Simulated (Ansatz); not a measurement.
## Ge₄MoW: rattling a relaxed structure

The structure comes from a generated guess, relaxed at this level; another structure or a mixture of phases may lie lower.

These are results of Ansatz, DFT PBE, scalar-relativistic, plane waves, PAW, not measurements. Settings: cutoff 420 eV, Γ-centred mesh 12×6×6 on the computed 12-atom cell, Gaussian smearing of 0.10 eV; no spin polarisation.

The cell below (12 atoms, space group Pmc2_1 (No. 26)) is relaxed within its symmetry.

```
CELL_PARAMETERS angstrom
3.48116 0.00000 0.00000
0.00000 8.62264 0.00000
0.00000 0.00000 6.41862
ATOMIC_POSITIONS crystal
Ge 0.50000 0.29011 0.13541
Ge 0.00000 0.79177 0.36521
Ge 0.50000 0.70989 0.63541
Ge 0.00000 0.20823 0.86521
Ge 0.50000 0.88252 0.06152
Ge 0.00000 0.38250 0.43747
Ge 0.50000 0.11748 0.56152
Ge 0.00000 0.61750 0.93747
Mo 0.00000 0.92062 0.75025
Mo 0.00000 0.07938 0.25025
W 0.50000 0.42089 0.75015
W 0.50000 0.57911 0.25015
```

For the test it was strained at random (σ = 1.5 % a component), the atoms were moved at random (σ = 0.05 Å), and all was relaxed again on a coarse 6×4×4 mesh (in the run’s order of axes) with 0.20 eV smearing, with no symmetry imposed.

These runs have no spin–orbit coupling, which can matter for W.

Task: What happens?

Result: It returns, within 1 meV/atom of the unmoved cell on that mesh and with the same symmetry when read at 0.1 Å. No instability shows in this cell; modes of other wave vectors, which need another repeat, aren't tested.
